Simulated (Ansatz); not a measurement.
One crystal and one scan (scan of one atom of the cell) at two levels, PBE (plane waves to 420 eV, PAW, scalar-relativistic; Ansatz, a first-principles code) and PBEsol (plane waves to 420 eV, PAW, scalar-relativistic; Ansatz), each from its own relaxed cell and on its own mesh.

The crystal is Ag (fcc, Cu type); one Ag atom of a 4-atom cell moves by s along Cartesian [111], with its periodic images.

The energy includes the smearing's −TS. Ag was relaxed with its symmetry unable to fall. The PAW data are Ansatz's earlier set. (PBE) On this mesh the relaxed cell isn't quite at rest: it carries a pressure of -0.1 GPa (compression positive) at the zero of the scan. (PBEsol) On this mesh the relaxed cell isn't quite at rest: it carries a pressure of -0.2 GPa (compression positive) at the zero of the scan. With partly filled bands, energies and forces of such displacements shift with the k mesh and the smearing.

```json
[
 {"quantity": "Lattice constant a (Å)", "run 1": "4.149", "run 2": "4.055"},
 {"quantity": "Force constant k = d²E/ds² at s = 0 (finite differences) (eV/Å²)", "run 1": "4.58", "run 2": "5.80"}
]
```

### Question
Which run is which level?

### Answer
Run 1 is PBE, run 2 is PBEsol. PBE gives the higher value for: lattice constant a. PBE gives the lower value for: force constant k = d²E/ds² at s = 0. Both give the same shape of the curve: a single well with its minimum at or next to zero displacement.

(A displaced cell: forces are minus the slopes of the energy, force constants its curvatures, and phonons follow from these.)
